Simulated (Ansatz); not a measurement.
SiO2:
```
CELL_PARAMETERS angstrom
     -4.45538     4.45538     2.60729
      4.45538    -4.45538     2.60729
      4.45538     4.45538    -2.60729
ATOMIC_POSITIONS crystal
  Si 0.17694 0.17694 0.35387
  Si 0.82306 0.82306 0.64613
  Si 0.17694 0.82306 0.00000
  Si 0.82306 0.17694 0.00000
  O  0.50000 0.50000 0.50000
  O  0.50000 0.00000 0.00000
  O  0.00000 0.00000 0.50000
  O  0.00000 0.50000 0.00000
  O  0.00000 0.20894 0.20894
  O  0.00000 0.79106 0.79106
  O  0.20894 0.00000 0.20894
  O  0.79106 0.00000 0.79106
```

Relaxed with LDA.

Task: Give the optical modes at the zone centre with their infrared and Raman activity from DFPT, DFT-LDA in the program Ansatz with PAW potentials.

Result: Transverse frequencies, without the LO–TO term; a row sums one degenerate level.

```tsv
ω (cm⁻¹)	degeneracy	IR ((D/Å)²/amu)	Raman (Å⁴/amu)	activity
78i	1	0.00	0	silent
69i	1	0.00	0	silent
53i	1	0.00	0	silent
87	1	0.00	0.34	Raman
247	1	0.00	0	silent
274	2	0.01	0	IR
277	2	0.00	0.16	Raman
309	1	0.00	0	silent
321	2	0.72	0	IR
326	1	0.00	0	silent
348	1	0.00	0	silent
412	2	33.07	0	IR
419	1	17.58	0	IR
435	1	0.00	7.8	Raman
542	1	0.00	0	silent
681	2	2.44	0	IR
764	2	0.00	0.66	Raman
771	1	0.00	0.51	Raman
772	1	0.00	0.73	Raman
1122	2	129.06	0	IR
1122	1	0.00	0	silent
1143	1	0.00	0	silent
1144	1	68.20	0	IR
1234	1	0.00	1.7	Raman
1241	2	0.72	0	IR
```

Task: How high does the top mode go among those that the LO–TO term moves?

Result: 1271 cm⁻¹ for q along x, 1271 cm⁻¹ for q along y, 1293 cm⁻¹ for q along z.

Space group I4/mmm. The first step of the workflow began from a Materials Project structure, measured or hypothetical; the Crystallography Open Database copy checked does not list it. It is not the phase usual at ambient conditions (space group No. 92, 152, 154). The LDA relaxation kept the symmetry of its start. At this level the phase is dynamically unstable (imaginary phonons).

Potentials: the later of the program's two PAW sets.
